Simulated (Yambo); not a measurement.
# Optical response of Pt

```xyz
1
Lattice="0.0000 1.9716 1.9716 1.9716 0.0000 1.9716 1.9716 1.9716 0.0000" Properties=species:S:1:pos:R:3 pbc="T T T"
Pt     0.0000     0.0000     0.0000
```

Yambo, RPA with local fields on PBEsol bands; 18×18×18 mesh, 26 bands, 4 Ry local-field block, 0.25 eV broadening; field along x.

```tsv
E (eV)	Im ε	Im ε, independent particles
0.6	50.3	50.3
1.2	37.4	37.4
1.9	20.6	20.6
2.5	14.3	14.3
3.1	9.40	9.41
3.8	7.64	7.64
4.4	5.59	5.60
5.0	4.90	4.90
5.6	3.88	3.88
6.2	3.98	3.99
6.9	4.55	4.56
7.5	5.13	5.11
8.1	5.17	5.14
8.8	5.45	5.37
9.4	4.91	4.81
10.0	4.12	4.02
10.6	3.25	3.21
11.2	3.11	3.19
11.9	2.55	2.67
12.5	2.57	2.75
13.1	2.26	2.48
13.8	2.35	2.65
14.4	2.17	2.51
15.0	2.09	2.45
15.6	1.79	2.14
16.2	1.75	2.14
16.9	1.74	2.22
17.5	1.84	2.41
18.1	2.51	3.55
18.8	3.11	4.26
19.4	3.36	4.36
20.0	3.20	3.68
```

Only interband transitions are included: the Drude term is missing, so nothing below about 0.6 eV and no real part is shown. Structure narrower than a few tenths of an eV can come from the finite k mesh.

Spin-orbit coupling is left out; for elements this heavy it splits bands near the Fermi level.

Geometry of the Materials Project entry, not relaxed at this level.
